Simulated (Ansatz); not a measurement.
In plane-wave PAW PBEsol (Ansatz code), I in the molecular I2 type structure (Cmce) relaxes to a = 7.505 Å, b = 4.393 Å, c = 9.623 Å.

The Kohn–Sham gap is 0.79 eV (indirect).

The PBEsol relaxation kept the symmetry of its start. A crystal of weakly bound units computed without a dispersion correction: the cell and the soft elastic constants depend strongly on that. Spin–orbit coupling is left out wherever it is not named.

Potentials: the later of the program's two PAW sets.
